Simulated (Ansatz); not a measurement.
Values for one crystal, relaxed and computed with PBEsol in the plane-wave PAW code Ansatz; other levels are named.

Volume per atom: 19.80 Å³
Band gap: 0.65 eV (indirect)
Electron effective mass: 0.29, 0.44, 1.2 mₑ (principal values)
Pressure derivative B′: 4.5
Electronic dielectric constant ε∞ (DFPT): 13.4 (xx), 13.0 (yy), 12.6 (zz)
Formation energy from the elements (no fitted shifts): -0.049 eV/atom
HSE06 gap on the PBEsol cell: 1.32 eV

### Question
Which compound is it?
A. Ag3P11, Cm (Pearson symbol mS28)
B. BP, zinc blende
C. CdSe, zinc blende
D. CdS, zinc blende

### Answer
A, Ag3P11, Cm (Pearson symbol mS28)

The first step of the workflow began from a Materials Project structure, measured or hypothetical; the Crystallography Open Database files this formula in space group No. 8, but the cells were not matched. Whether it is the stable phase at ambient conditions was not checked. The PBEsol relaxation kept the symmetry of its start; its stability against distortions is not shown here. The run is not spin-polarised. The references are the lowest solids computed at this level, not always the standard phases. Spin–orbit coupling is left out wherever it is not named.

Potentials: the later of the program's two PAW sets.
